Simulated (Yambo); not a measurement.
BSE-type run in Yambo on Sr2H3I (space group P-3m1, No. 164), at zero momentum. PBEsol wavefunctions on a 3×3×2 mesh, a = 4.243 Å, b = 4.243 Å, c = 7.683 Å, α = 90.00°, β = 90.00°, γ = 120.00°.

Yambo input:
```
rim_cut
optics
bse
bss
dipoles
em1s
RandQpts= 1000000
RandGvec= 1 Ry
FFTGvecs= 40 Ry
Chimod= "HARTREE"
BSKmod= "SEX"
BSEmod= "resonant"
BSSmod= "hs"
BSENGexx= 15 Ry
BSENGBlk= 3 Ry
% KfnQP_E
 1.574 | 1.0 | 1.0 |
%
% BSEQptR
 1 | 1 |
%
% BSEBands
 19 | 62 |
%
% BEnRange
 0.0 | 12.1 | eV
%
% BDmRange
 0.15 | 0.15 | eV
%
BEnSteps= 242
% BLongDir
 1.0 | 0.0 | 0.0 |
%
BSHayTrs= -0.02
BSSNEig= 48
WRbsWF
% BndsRnXs
 1 | 118 |
%
NGsBlkXs= 3 Ry
% LongDrXs
 1.0 | 1.0 | 1.0 |
%
```

From the report:

The dimension is k points × valence × conduction bands = 18 × 12 × 32 = 6912.
```
   [SLEPC] Approach                          : Krylov-Schur
   [SLEPC] Number of requested eigenvalues   :   48
   [SLEPC] Number of eigenvalues        [NEV]:   48
    [K] Dimension                                    :   6912
    [K] Bands                                        :   19   62
    [K] Exchange res                                 : yes
    [K] Correlation res                              : yes
    [K] W interaction is bare                        : no
    [K] RL vectors exchange                          :   787
    [K] RL vectors correlation                       :   81
    [W] Matrix size                                  :   81
    [W] Bands                                        :    1  118
    [W] Coulomb Cutoff                               : none
    [W] Hxc Kernel                                   : HARTREE
```

Spin-orbit coupling is included.

Geometry of the Materials Project entry, not relaxed at this level.

The structure is a Materials Project entry; no match was found in the copy of COD used, and its stability was not checked.
